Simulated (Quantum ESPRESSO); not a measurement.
Band energies of CdBr2

```
CELL_PARAMETERS angstrom
      1.99859     1.15389     6.30449
     -1.99859     1.15389     6.30449
      0.00000    -2.30777     6.30449
ATOMIC_POSITIONS crystal
  Br 0.75000 0.75000 0.75000
  Br 0.25000 0.25000 0.25000
  Cd 0.00000 0.00000 0.00000
```

norm-conserving PBEsol (Quantum ESPRESSO, 102 Ry, scalar-relativistic); path ΓLB1,BZΓX,QFP1Z,LP; energies in eV from the valence-band maximum.

```csv
k (1/Å),point,band 13,band 14,band 15,band 16,band 17,band 18,band 19,band 20
0.00,Γ,-0.46,-0.46,-0.20,-0.18,-0.18,2.63,5.18,7.87
0.35,,-1.50,-1.04,-0.75,-0.25,-0.21,3.72,6.12,6.99
0.69,,-2.49,-1.78,-1.22,-0.59,-0.36,4.04,6.30,8.01
0.92,L,-2.75,-1.67,-1.34,-0.82,-0.39,3.94,6.30,7.96
1.04,,-2.71,-1.70,-1.49,-0.75,-0.45,4.03,6.49,7.92
1.40,,-2.37,-2.18,-2.05,-0.61,-0.50,4.29,7.00,7.56
1.52,B1,-2.52,-2.15,-1.81,-0.58,-0.46,4.17,6.78,7.41
1.52,B,-2.52,-2.15,-1.81,-0.58,-0.46,4.17,6.78,7.41
1.63,,-2.60,-2.01,-1.54,-0.57,-0.43,4.06,6.67,7.33
1.95,,-2.08,-1.38,-0.92,-0.73,-0.32,4.09,6.91,7.30
2.28,,-1.41,-0.83,-0.79,-0.33,-0.08,4.09,5.74,7.72
2.49,Z,-1.48,-0.59,-0.59,-0.05,-0.05,3.93,5.18,8.11
2.62,,-1.27,-0.58,-0.58,-0.07,-0.07,3.74,5.20,8.07
2.99,Γ,-0.46,-0.46,-0.20,-0.18,-0.18,2.63,5.18,7.87
3.29,,-1.28,-1.02,-0.56,-0.36,-0.07,3.52,6.06,6.84
3.58,,-2.11,-2.01,-1.10,-0.86,0.00,4.31,6.56,7.46
3.88,,-2.36,-2.20,-1.88,-0.93,-0.22,4.34,6.89,7.98
4.08,X,-2.39,-2.34,-1.81,-0.58,-0.47,4.20,6.94,7.34
4.08,Q,-2.39,-2.34,-1.81,-0.58,-0.47,4.20,6.94,7.34
4.44,,-2.99,-1.64,-1.28,-0.22,-0.07,3.40,5.67,7.57
4.56,F,-3.04,-1.54,-1.29,-0.11,-0.04,3.28,5.48,7.55
4.56,P1,-2.92,-1.49,-1.33,-0.29,-0.17,3.43,5.79,7.70
4.65,,-2.79,-1.45,-1.23,-0.41,-0.16,3.49,5.90,7.72
4.90,,-2.04,-1.17,-0.97,-0.78,-0.11,3.94,6.29,7.91
5.16,,-1.41,-0.93,-0.79,-0.45,-0.06,4.12,5.88,7.64
5.41,Z,-1.48,-0.59,-0.59,-0.05,-0.05,3.93,5.18,8.11
5.41,L,-2.75,-1.67,-1.34,-0.82,-0.39,3.94,6.30,7.96
5.75,P,-2.92,-1.49,-1.33,-0.29,-0.17,3.43,5.79,7.70
```

The PBEsol gap is indirect, 2.63 eV, from 55 % of the way from Γ to X to Γ; the smallest direct gap is 2.81 eV.

Spin-orbit splittings are left out.

Geometry relaxed with PBE+D3(BJ).
